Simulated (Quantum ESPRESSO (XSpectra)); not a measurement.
Si K-edge X-ray absorption spectrum (XANES) of SiO2 (P4₁2₁2)

```xyz
12
Lattice="4.9927 0.0000 0.0000 0.0000 4.9927 0.0000 0.0000 0.0000 6.9339" Properties=species:S:1:pos:R:3 pbc="T T T"
Si     3.4882     3.4882     3.4670
Si     4.0008     0.9918     5.2004
Si     1.5045     1.5045     0.0000
Si     0.9918     4.0008     1.7335
O      4.4613     3.8014     2.2196
O      3.6876     1.9650     3.9531
O      0.5314     1.1913     5.6866
O      1.3050     3.0277     0.4861
O      1.9650     3.6876     2.9808
O      1.1913     0.5314     1.2473
O      3.0277     1.3050     6.4478
O      3.8014     4.4613     4.7143
```

Geometry: Materials Project entry mp-6945 (a computed structure). The cell is the entry's, not relaxed again.

Absorber: atom 1, Si on Wyckoff site a (site symmetry ..2), with 4 O at 1.61 Å.

Simulated with Quantum ESPRESSO (XSpectra): LDA, full core hole, dipole K-edge X-ray absorption, plane waves, Troullier-Martins potentials made with ld1.x, scalar-relativistic, no spin, constant broadening.

24-atom cell (absorber images 7.1 Å apart), 70 Ry, k meshes 2×2×2 (SCF) and 4×4×4 (spectrum), Lorentzian half width 0.7 eV. The ground-state test found a gap, so occupations are fixed and the excited electron is left out (charged cell on a uniform background); energies count from the highest occupied level. Field directions run: x; z, weighted by the site's symmetry in the crystal. Intensities are scaled to a mean of 1 over 0–35 eV.

```json
[
 {"E (eV)": "-5.0", "intensity (scaled)": "0.03"},
 {"E (eV)": "-4.5", "intensity (scaled)": "0.03"},
 {"E (eV)": "-4.0", "intensity (scaled)": "0.03"},
 {"E (eV)": "-3.5", "intensity (scaled)": "0.04"},
 {"E (eV)": "-3.0", "intensity (scaled)": "0.04"},
 {"E (eV)": "-2.5", "intensity (scaled)": "0.04"},
 {"E (eV)": "-2.0", "intensity (scaled)": "0.05"},
 {"E (eV)": "-1.5", "intensity (scaled)": "0.05"},
 {"E (eV)": "-1.0", "intensity (scaled)": "0.06"},
 {"E (eV)": "-0.5", "intensity (scaled)": "0.07"},
 {"E (eV)": "0.0", "intensity (scaled)": "0.07"},
 {"E (eV)": "0.5", "intensity (scaled)": "0.08"},
 {"E (eV)": "1.0", "intensity (scaled)": "0.10"},
 {"E (eV)": "1.5", "intensity (scaled)": "0.11"},
 {"E (eV)": "2.0", "intensity (scaled)": "0.13"},
 {"E (eV)": "2.5", "intensity (scaled)": "0.16"},
 {"E (eV)": "3.0", "intensity (scaled)": "0.20"},
 {"E (eV)": "3.5", "intensity (scaled)": "0.25"},
 {"E (eV)": "4.0", "intensity (scaled)": "0.33"},
 {"E (eV)": "4.5", "intensity (scaled)": "0.45"},
 {"E (eV)": "5.0", "intensity (scaled)": "0.67"},
 {"E (eV)": "5.5", "intensity (scaled)": "1.09"},
 {"E (eV)": "6.0", "intensity (scaled)": "2.00"},
 {"E (eV)": "6.5", "intensity (scaled)": "3.88"},
 {"E (eV)": "7.0", "intensity (scaled)": "5.14"},
 {"E (eV)": "7.5", "intensity (scaled)": "3.59"},
 {"E (eV)": "8.0", "intensity (scaled)": "2.10"},
 {"E (eV)": "8.5", "intensity (scaled)": "1.38"},
 {"E (eV)": "9.0", "intensity (scaled)": "1.09"},
 {"E (eV)": "9.5", "intensity (scaled)": "1.00"},
 {"E (eV)": "10.0", "intensity (scaled)": "0.95"},
 {"E (eV)": "10.5", "intensity (scaled)": "0.95"},
 {"E (eV)": "11.0", "intensity (scaled)": "1.01"},
 {"E (eV)": "11.5", "intensity (scaled)": "1.09"},
 {"E (eV)": "12.0", "intensity (scaled)": "1.19"},
 {"E (eV)": "12.5", "intensity (scaled)": "1.18"},
 {"E (eV)": "13.0", "intensity (scaled)": "1.05"},
 {"E (eV)": "13.5", "intensity (scaled)": "0.93"},
 {"E (eV)": "14.0", "intensity (scaled)": "0.88"},
 {"E (eV)": "14.5", "intensity (scaled)": "0.93"},
 {"E (eV)": "15.0", "intensity (scaled)": "1.00"},
 {"E (eV)": "15.5", "intensity (scaled)": "1.01"},
 {"E (eV)": "16.0", "intensity (scaled)": "1.00"},
 {"E (eV)": "16.5", "intensity (scaled)": "0.98"},
 {"E (eV)": "17.0", "intensity (scaled)": "0.98"},
 {"E (eV)": "17.5", "intensity (scaled)": "0.96"},
 {"E (eV)": "18.0", "intensity (scaled)": "0.96"},
 {"E (eV)": "18.5", "intensity (scaled)": "0.99"},
 {"E (eV)": "19.0", "intensity (scaled)": "1.01"},
 {"E (eV)": "19.5", "intensity (scaled)": "1.05"},
 {"E (eV)": "20.0", "intensity (scaled)": "1.10"},
 {"E (eV)": "20.5", "intensity (scaled)": "1.15"},
 {"E (eV)": "21.0", "intensity (scaled)": "1.21"},
 {"E (eV)": "21.5", "intensity (scaled)": "1.26"},
 {"E (eV)": "22.0", "intensity (scaled)": "1.29"},
 {"E (eV)": "22.5", "intensity (scaled)": "1.29"},
 {"E (eV)": "23.0", "intensity (scaled)": "1.28"},
 {"E (eV)": "23.5", "intensity (scaled)": "1.26"},
 {"E (eV)": "24.0", "intensity (scaled)": "1.19"},
 {"E (eV)": "24.5", "intensity (scaled)": "1.11"},
 {"E (eV)": "25.0", "intensity (scaled)": "1.05"},
 {"E (eV)": "25.5", "intensity (scaled)": "1.01"},
 {"E (eV)": "26.0", "intensity (scaled)": "0.98"},
 {"E (eV)": "26.5", "intensity (scaled)": "0.92"},
 {"E (eV)": "27.0", "intensity (scaled)": "0.85"},
 {"E (eV)": "27.5", "intensity (scaled)": "0.78"},
 {"E (eV)": "28.0", "intensity (scaled)": "0.72"},
 {"E (eV)": "28.5", "intensity (scaled)": "0.69"},
 {"E (eV)": "29.0", "intensity (scaled)": "0.66"},
 {"E (eV)": "29.5", "intensity (scaled)": "0.64"},
 {"E (eV)": "30.0", "intensity (scaled)": "0.61"},
 {"E (eV)": "30.5", "intensity (scaled)": "0.59"},
 {"E (eV)": "31.0", "intensity (scaled)": "0.57"},
 {"E (eV)": "31.5", "intensity (scaled)": "0.55"},
 {"E (eV)": "32.0", "intensity (scaled)": "0.53"},
 {"E (eV)": "32.5", "intensity (scaled)": "0.50"},
 {"E (eV)": "33.0", "intensity (scaled)": "0.49"},
 {"E (eV)": "33.5", "intensity (scaled)": "0.49"},
 {"E (eV)": "34.0", "intensity (scaled)": "0.50"},
 {"E (eV)": "34.5", "intensity (scaled)": "0.49"}
]
```

The absolute edge energy is not computed.
